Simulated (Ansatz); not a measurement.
## Fitting the PBE energy curve of Eu3Te

It takes space group Pm-3m (No. 221, cubic). Conventional cell: a = 5.156 Å, b = 5.156 Å, c = 5.156 Å, α = 90.00°, β = 90.00°, γ = 90.00°. Eu (site symmetry 4/mmm) has 8 Eu at 3.65 Å and 4 Te at 3.65 Å as nearest neighbours. Te (site symmetry m-3m) is surrounded by 12 Eu at 3.65 Å.

The cell comes from a database or a generator and needn't be the stable form of this composition.

The cell was scaled at fixed shape and fractions and run with Ansatz, Ansatz PAW, cutoff 420 eV; PBE, k mesh 5 × 5 × 5 on the cell of 4 atoms, fermi-dirac occupations of 0.05 eV, collinear spin, ferromagnetic start, no spin-orbit coupling. Energies are those that the program minimises, any entropy of the smearing included. For a metal such a mesh isn't converged to the digits shown. The magnetic state is the one that the start led to, which needn't be the lowest. Plain semilocal runs treat an open f shell poorly.

```tsv
V (Å³/atom)	energy over the lowest row (meV/atom)
32.2085	0.689
32.8938	0.000
33.5791	1.183
34.2644	4.122
34.9497	?
35.6350	14.609
36.3203	21.852
```

Question: Fit the third-order Birch-Murnaghan form, give V0, B0 and B′, and predict the energy left open.

Answer: With y = (V0/V)^(2/3), E = E0 + (9 V0 B0/16) [(y - 1)³ B′ + (y - 1)² (6 - 4y)]. Least squares through the rows shown give V0 = 32.7945 Å³/atom, E0 = -0.034 meV, B0 = 21.65 GPa (1 eV/Å³ = 160.218 GPa) and B′ = 3.58, with a largest miss of 0.014 meV. At V = 34.9497 the form with these constants gives 8.646 meV; the run gave 8.654 meV an atom.
